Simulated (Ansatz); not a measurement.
The start is a relaxed Mo cell displaced along its unstable phonon at q = (½, 0, 0) of its primitive reciprocal cell (173i cm⁻¹), largest move 0.15 Å. Cell shape, volume and atoms are optimised at zero target pressure with PBEsol (plane waves to 420 eV, PAW, scalar-relativistic; Ansatz, a first-principles code). First-step values are on the input's coarse k-mesh.

Ansatz input (later rounds restart from its end on a renewed k-mesh):
Ansatz 0.2 input:
```yaml
crystal:
  lattice:
    - [2.6220871334, -5.0000110244, 0]
    - [1.3110435667, 2.5000055122, 0]
    - [0, 0, 2.491051369]
  atoms:
    - { symbol: Mo, position: [0, 0, 0.0602155387] }
    - { symbol: Mo, position: [0.5, 0, -0.0602155387] }
basis: { ecutwfc: 420, ecutrho_ratio: 4, xc_grid: 2, fft_grid_basis: typed }
kpoints: { mp_grid: { grid: [7, 14, 13] } }
hamiltonian:
  xc: pbesol
  dispersion: none
  pseudopotentials: { azcp: { folder: ./paw }, kind: paw }
scf: { occupations: { method: fermi_dirac, width: 0.05 } }
relax: { f_tol: 0.01, max_steps: 100, cell: { stress_tol: 0.02 } }
output: { forces: true, stress: true }
```

Task: What is the largest force in the starting geometry, and on which atom (counted from 1)?

Result: 1.30 eV/Å, on Mo1, Mo2 (atoms numbered as listed).

Task: Is the parent structure recovered?

Result: It does not go back: it reaches I4/mmm (No. 139), 0.55 eV/atom below the parent.

Task: How do the shortest distances between atoms change?

Result: The closest pairs of elements (up to four, under 3.6 Å), start → end: Mo–Mo 2.49 → 2.61 Å.

Task: Is the relaxed structure metallic? Give its gap.

Result: No gap (metallic).

Final values are on a 25×25×25 k-mesh of the relaxed cell. No spin polarisation in the result.

The run could not lose the symmetry of its start, so the end can be a saddle point.

The relaxed structure here is a generated cell of Mo: the first start was made by placing the elements on the sites of a structure type, and the end was not matched to a known phase here, so it may be hypothetical. Known forms of Mo include space group No. 229.
